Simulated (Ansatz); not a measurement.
Si:
Space group P6₃/mmc (No. 194); a = b = 2.696 Å, c = 4.430 Å, α = β = 90.00°, γ = 120.00°

```csv
atom,site,symmetry,x,y,z
Si,2d,-6m2,0.6667,0.3333,0.2500
```

Relaxed at zero pressure with the program Ansatz at the PBEsol level (PAW).

Q: The volume is lowered by 3 % and shape and atoms relax at that volume. What pressure results, and how do the axes share the change?

A: 3.1 GPa; a -1.1 %, b -1.1 %, c -0.9 %; the energy rises by 4 meV/atom.

Q: Give the new structure.

A: 
Space group P6₃/mmc (No. 194); a = b = 2.6671 Å, c = 4.3912 Å, α = β = 90.00°, γ = 120.00°

```
atom  site  symmetry       x       y       z
----  ----  --------  ------  ------  ------
Si      2d      -6m2  0.6667  0.3333  0.2500
```

The phase is kept; no other phase was compared at this pressure.

Space group P6_3/mmc (hcp (Mg type)). The start of the workflow was typed in or built on a structure type; the Crystallography Open Database copy checked does not list it. It is not the phase usual at ambient conditions (space group No. 227). Symmetry was held in the PBEsol relaxation; whether a distortion lowers the energy is not shown.

Potentials: the earlier of the program's two PAW sets. The files were generated under PBE; for other functionals the program regenerates the frozen cores, and for LDA and PBEsol the local potential too.
